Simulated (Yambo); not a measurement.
**Excitons in Rb2NaYF6**

```
Rb2NaYF6
1.0
    0.00000     4.51342     4.51342
    4.51342     0.00000     4.51342
    4.51342     4.51342     0.00000
F Na Rb Y
6 1 2 1
Direct
  0.75750   0.24250   0.24250
  0.24250   0.75750   0.75750
  0.24250   0.75750   0.24250
  0.75750   0.24250   0.75750
  0.24250   0.24250   0.75750
  0.75750   0.75750   0.24250
  0.50000   0.50000   0.50000
  0.75000   0.75000   0.75000
  0.25000   0.25000   0.25000
  0.00000   0.00000   0.00000
```

The geometry is that of Materials Project entry mp-13926, symmetrised and not relaxed again.

BSE in Yambo on LDA (Quantum ESPRESSO, PseudoDojo norm-conserving, 88 Ry, scalar-relativistic) bands: 4×4×4 mesh, 18 valence and 10 conduction bands, static screening with 107 bands and a 3 Ry block, scissor 4.00 eV, Tamm-Dancoff; field along x.

| state | energy (eV) | states within 2 meV | relative strength | class | main transitions |
|---|---|---|---|---|---|
| 1 | 8.70 | 3 | < 0.01 | weak | several band pairs |
| 2 | 8.96 | 3 | 1.00 | strong | several band pairs |
| 3 | 8.97 | 1 | < 0.01 | dark | several band pairs |
| 4 | 9.00 | 3 | < 0.01 | dark | several band pairs |
| 5 | 9.08 | 3 | < 0.01 | dark | several band pairs |
| 6 | 9.10 | 3 | < 0.01 | dark | several band pairs |
| 7 | 9.14 | 3 | < 0.01 | weak | several band pairs |
| 8 | 9.15 | 3 | 0.03 | weak | several band pairs |
| 9 | 9.18 | 1 | < 0.01 | dark | several band pairs |

These are vertical excitations (zero momentum). The direct quasiparticle gap on this mesh is 10.10 eV; counted from there, state 1 is bound by 1.40 eV. Convergence with the mesh was not shown.

Spin singlets only. Strengths are relative to the strongest of the lowest states of this run; strong means a line over 3 % of the spectrum's maximum, dark under 0.03 %. Absolute energies carry the error of the G0W0 scissor, whose convergence isn't established.
